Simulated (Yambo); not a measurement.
Yambo run on CaC$_{2}$ (space group C2/m, No. 12). The wavefunctions are LDA (pw.x of Quantum ESPRESSO, ONCV potentials, no spin-orbit coupling) ones on a 4×4×2 mesh (18 occupied bands); a = 4.0592 Å, b = 4.0592 Å, c = 7.4158 Å, α = 104.91°, β = 104.91°, γ = 56.31°.

Yambo input:

```
rim_cut
HF_and_locXC
RandQpts= 1000000
RandGvec= 1 Ry
EXXRLvcs= 82 Ry
VXCRLvcs= 328 Ry
% QPkrange
 1 | 1 | 18 | 19 |
 2 | 2 | 18 | 19 |
 5 | 5 | 18 | 19 |
 6 | 6 | 18 | 19 |
 13 | 13 | 18 | 19 |
 14 | 14 | 18 | 19 |
%
```

k points by index: 1 = Γ, 2 = (0, 0, -0.5), 5 = (0, -0.5, 0), 6 = (0, -0.5, -0.5), 13 = (-0.5, -0.5, 0), 14 = (-0.5, -0.5, -0.5).

Table of the .hf output:

```
#    K-point    Band    Eo [eV]    Ehf [eV]    Vxc [eV]    Vnlxc [eV]
#
    1    18    -0.269673    -3.018306    -13.93296    -16.68159
    1    19    3.072432    8.293969    -11.85314    -6.631606
    2    18    -0.212966    -3.679249    -14.14893    -17.61521
    2    19    3.611826    8.736576    -12.05363    -6.928881
    5    18    -0.224891    -4.286502    -14.23868    -18.30029
    5    19    3.151893    8.063277    -11.54675    -6.635366
    6    18    -0.439305    -4.664697    -14.11716    -18.34255
    6    19    2.180467    6.879944    -10.87004    -6.170566
    13    18    -0.086550    -4.091273    -14.27453    -18.27925
    13    19    3.972849    9.428229    -11.31789    -5.862512
    14    18    0.000000    -4.005226    -14.47826    -18.48349
    14    19    4.447426    10.51015    -11.73451    -5.671779
```
Exchange alone, without screening.

Geometry of the Materials Project entry, not relaxed at this level.

The structure is a Materials Project entry; no match was found in the copy of COD used, and its stability was not checked.
